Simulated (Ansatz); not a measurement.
The elements of this relaxed trial crystal are hidden behind letters.

```
lattice vectors (Å)
   2.5863    0.0000    0.0000
   0.0000    2.5863    0.0000
   0.0000    0.0000   11.3103
fractional positions
X 0.5000 0.5000 0.3416
X 0.5000 0.5000 0.6584
X 0.0000 0.0000 0.1813
X 0.0000 0.0000 0.8187
X 0.0000 0.0000 0.5000
Z 0.5000 0.5000 0.0000
```

Theory: Ansatz 0.2.0, DFT PBE, scalar-relativistic, plane waves, PAW. Settings of the last relaxation (6-atom cell): 420 eV, 12×12×4 k points, Gaussian smearing of 0.10 eV, no spin polarisation.

| Quantity | Value |
| --- | --- |
| Space group | P4/mmm (No. 123) |
| Conventional cell | a = 2.586 Å, c = 11.310 Å |
| Volume per atom | 12.61 Å³ |
| Density | 9.08 g/cm³ |
| Energy over the elements | +0.09 eV/atom |
| Gap on the 12×12×4 mesh of the 6-atom cell | 0 eV (a metal) |

Energies are uncorrected and count from the elements' standard states at the same level.

Question: X is a d-block element of period 4 and Z is a d-block element of period 5. Which elements are they?

Answer: X = Cu, Z = Mo, so the formula is Cu5Mo. Density times volume gives a mean mass of 9.08 × 12.61/1.6605 = 69.0 u per atom, and this set has 68.9 u. Among the elements that the hints allow, noble gases aside, only these give it. Around Cu on a site of symmetry 4mm lie 12 Cu at 2.56–2.59 Å; Cu on a second site of symmetry 4mm has 8 Cu at 2.58–2.59 Å and 4 Mo at 2.75 Å; Mo has 4 Mo at 2.59 Å and 8 Cu at 2.75 Å; 1 more site not described.

A structure relaxed within its symmetry needn't be a true minimum. Another cell of the same search, in P4/nmm, lies 18 meV/atom lower, so this cell isn't the stable form at this level.
